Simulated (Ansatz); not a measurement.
A generated cell, in the space group of a known form (sites not compared), of ScCo2: Fd-3m, origin choice 1 (No. 227), cF24, cubic Laves (MgCu2 type); a = b = c = 6.776 Å, α = β = γ = 90.00°; Sc 8b (0.500, 0.500, 0.500); Co 16c (0.125, 0.125, 0.125). Method: PBEsol (plane waves to 420 eV, PAW, scalar-relativistic; Ansatz, a quantum-chemistry and plane-wave program). Element references, the lowest calculated here: Co (P6₃/mmc, ferromagnetic), Sc (P6₃/mmc).

Question: What formation energy of this Fd-3m form of ScCo2 from the elements does PBEsol give?

Answer: -0.37 eV/atom.

A lower structure of this composition may exist.

Static energies, no anion corrections, no zero-point energy. Values are rounded to 0.01 eV/atom. Not shown to be the ambient phase of their composition (a lower form may be missing, and a cell relaxed within its start's symmetry can be a saddle point): ScCo2 (Fd-3m). Spin states reached: ferrimagnetic, non-magnetic; non-magnetic ones ran without spin or lost their moments; spin orders were not searched systematically.
